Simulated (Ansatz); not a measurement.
**Stress against strain in Hf**

```xyz
1
Lattice="0.0000 2.2200 2.2200 2.2200 0.0000 2.2200 2.2200 2.2200 0.0000" Properties=species:S:1:pos:R:3 pbc="T T T"
Hf    0.0000    0.0000    0.0000
```

The geometry is COD entry 1534929, unchecked; take it as a test cell.

Spin–orbit coupling is left out, though it moves levels of the heavy atoms by tenths of an eV or more.

Method: Ansatz 0.2.0, DFT, LDA, all-electron LAPW, scalar-relativistic.

The runs use a Γ-centred 13×13×13 k mesh, Fermi–Dirac smearing of 0.03 eV, basis error target 1 meV/atom, no spin polarisation.

The strain is applied along the Cartesian axes of the cell as listed (γ is the engineering shear, twice εxy = εyz = εzx). Fractional coordinates are held (clamped ions).

σ is the change of stress from the unstrained cell, which is at -5.48 GPa; tension is positive, so slopes are stress–strain coefficients at that pressure. In a metal the k mesh adds noise.

Only quantities that a quadratic follows smoothly over the whole series are listed; rougher ones are left out.

| γ | σxy (GPa) |
| --- | --- |
| -0.0300 | -1.91 |
| -0.0200 | -1.24 |
| 0.0000 | 0.00 |
| 0.0100 | 0.60 |
| 0.0200 | 1.20 |
| 0.0300 | 1.65 |

(1) Fit the series and read off the stiffness at zero strain.

(2) One run, at γ = -0.0100, is withheld. Predict its row.

Results:

(1) Least-squares fits y = p0 + p1 x + p2 x² to the rows give σxy (GPa): p1 = 59.8, p2 = -160. So C44 (clamped ions) = 60 GPa.

(2) The fits give -0.59; the run gave -0.59.
